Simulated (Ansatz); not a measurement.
System: GdN (rock salt type), 2 atoms in the cell.

These are results of PBE, all-electron LAPW, point nucleus in Ansatz, not measurements.

k-mesh 8×8×8 Γ-centred; Fermi–Dirac smearing of 0.1 eV; no spin polarisation; no spin–orbit coupling.

```
Gd N
1.0
     0.00000    2.49000    2.49000
     2.49000    0.00000    2.49000
     2.49000    2.49000    0.00000
Gd N
1 1
Direct
  0.00000 0.00000 0.00000
  0.50000 0.50000 0.50000
```

Task: Would the cell expand or shrink if it were free to relax?

Result: The pressure is -6.27 GPa, so at these settings the cell is stretched and would shrink.

The k-mesh is modest, so these values aren't fully converged in k. The open f shell is treated without spin here, so this is a model state and not the ground state.
